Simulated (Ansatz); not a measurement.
**TaSi₂: do energies and stresses tell the same story?**

Level of theory: DFT r2SCAN, scalar-relativistic, plane waves, PAW (Ansatz).

Settings: cutoff 500 eV, Γ-centred mesh 12×12×6 on the computed 9-atom cell, Gaussian smearing of 0.10 eV; no spin polarisation.

Relaxed cell: P6_222, a = 4.780 Å, b = 4.780 Å, c = 6.555 Å, α = 90.00°, β = 90.00°, γ = 120.00°, 9 atoms in the primitive cell. Whether it is the stable form of this composition wasn't checked.

Energies at zero smearing and pressures from the stress tensor, at volumes with shape and atoms relaxed:
```json
{"V (Å³/atom)": "13.546", "E − E(first) (meV/atom)": "0.00", "P (GPa)": "13.71"}
{"V (Å³/atom)": "13.978", "E − E(first) (meV/atom)": "-26.74", "P (GPa)": "6.30"}
{"V (Å³/atom)": "14.410", "E − E(first) (meV/atom)": "-34.99", "P (GPa)": "-0.01"}
{"V (Å³/atom)": "14.843", "E − E(first) (meV/atom)": "-27.49", "P (GPa)": "-5.39"}
{"V (Å³/atom)": "15.275", "E − E(first) (meV/atom)": "-6.59", "P (GPa)": "-9.96"}
```

**Question.** Check P = −dE/dV between neighbouring volumes, and get the bulk modulus from the pressures alone.

**Answer.** With 1 eV/Å³ = 160.2 GPa:
```json
{"middle V (Å³/atom)": "13.762", "−ΔE/ΔV (GPa)": "9.909", "mean P (GPa)": "10.004"}
{"middle V (Å³/atom)": "14.194", "−ΔE/ΔV (GPa)": "3.059", "mean P (GPa)": "3.143"}
{"middle V (Å³/atom)": "14.626", "−ΔE/ΔV (GPa)": "-2.779", "mean P (GPa)": "-2.701"}
{"middle V (Å³/atom)": "15.059", "−ΔE/ΔV (GPa)": "-7.747", "mean P (GPa)": "-7.672"}
```

The two differ by 0.10 GPa at most. The mean of two end pressures misses the average over a step by about ΔV² P″/12, up to 0.10 GPa here; with that taken off 0.01 GPa remains. Around V = 14.410 Å³/atom, the two neighbours give B = −V ΔP/ΔV = 14.410 × 11.69 / 0.865 = 194.8 GPa, against B0 = 194.1 GPa from the Birch–Murnaghan fit of the energies.

Spin–orbit coupling is left out, which can shift energies with elements as heavy as these.

Cost: 6 runs of about 55 core-minutes in all, on Intel Xeon Processor @ 2.50GHz (Skylake/Cascade Lake) (shared hosts).